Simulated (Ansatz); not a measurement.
# Slab of hcp Y (10-10), 6 layers

The slab is cut from the hcp crystal, the stable phase, as relaxed on PAW files (32.87 Å³/atom), with 16 Å of vacuum and a dipole correction:

```xyz
6
Lattice="3.6580 0.0000 0.0000 0.0000 5.6734 0.0000 0.0000 0.0000 23.3919" Properties=species:S:1:pos:R:3 pbc="T T T"
Y     2.7435    4.2550    8.0000
Y     0.9145    1.4183    9.0560
Y     0.9145    4.2550   11.1680
Y     2.7435    1.4183   12.2239
Y     2.7435    4.2550   14.3359
Y     0.9145    1.4183   15.3919
```

Level of theory: DFT with PBE, scalar-relativistic, in Ansatz 0.2.0; a Γ-centred 10×7×1 k mesh, Fermi–Dirac smearing of 0.05 eV, no spin polarisation. LAPW: all electrons, basis error target 1 meV/atom; PAW: frozen-core files, cutoff 420 eV.

The bulk energy comes from a cell in the slab's orientation on a 10×7×6 mesh. The surface energy is (E(slab) − N·E(bulk))/2A at zero smearing, the mean of both faces; thin slabs carry quantum-size effects.

As cut, the LAPW slab lies 2.616 eV above 6 atoms of bulk. What surface energy is that?

Over two faces of 20.75 Å² it is 63.0 meV/Å², and times 16.02 J/m² per eV/Å² that gives γ = 1.010 J/m².

| method | γ as cut (J/m²) | γ relaxed (J/m²) | Φ as cut (eV) | Φ relaxed (eV) |
| --- | --- | --- | --- | --- |
| LAPW | 1.010 | ? | 3.33 | 3.30 |

Fill in "γ relaxed (J/m²)" for the row "LAPW".

0.983.

How do the spacings between the planes relax?

From the bottom face up: d12 +2.6 % of 1.056 Å, d23 -8.1 % of 2.112 Å, d34 +8.5 % of 1.056 Å, d45 -8.1 % of 2.112 Å, d56 +2.6 % of 1.056 Å.

A 3d core hole is made on one atom of each kind in every 1×1 cell (PAW hole dataset, neutral cell, valence without spin). What does it cost by layer?

layer 1 155.37 eV, layer 2 154.99 eV, layer 3 154.75 eV. Shifts between layers mean more than the absolute values, and a whole layer of holes screens otherwise than one hole.

In the relaxed 1×1 cell, replace the outer, then the middle Y by Zr, which changes a whole layer. What shift does this Z+1 picture give?

E(outer) − E(middle) = +0.68 eV by LAPW and +0.68 eV by PAW; a positive value puts the surface line at higher binding energy.
